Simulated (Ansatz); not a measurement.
Data:

SnRu3C:
```
SnRu3C
1.0
    4.06627     0.00000     0.00000
    0.00000     4.06627     0.00000
    0.00000     0.00000     4.06627
Sn Ru C
1 3 1
Direct
  0.00000   0.00000   0.00000
  0.00000   0.50000   0.50000
  0.50000   0.00000   0.50000
  0.50000   0.50000   0.00000
  0.50000   0.50000   0.50000
```

This is the r²SCAN-relaxed structure.

Q: All from plane-wave PAW r²SCAN (Ansatz code), unless another level is named. Give the Debye temperature from the elastic constants.

A: 513 K.

Q: What about the elastic constants (relaxed ions, GPa)?

A: C11 = 505, C12 = 144, C44 = 125.

Space group Pm-3m (anti-perovskite). The start of the workflow was typed in or built on a structure type; neither database checked (COD, Materials Project) lists it. Whether it is the stable phase at ambient conditions was not checked. The r²SCAN relaxation kept the symmetry of its start; its stability against distortions is not shown here. The run is not spin-polarised. As this level gives no gap, shear constants depend on the k-mesh and smearing (Fermi–Dirac, 0.1 eV here). Spin–orbit coupling is left out wherever it is not named.

Potentials: the later of the program's two PAW sets.
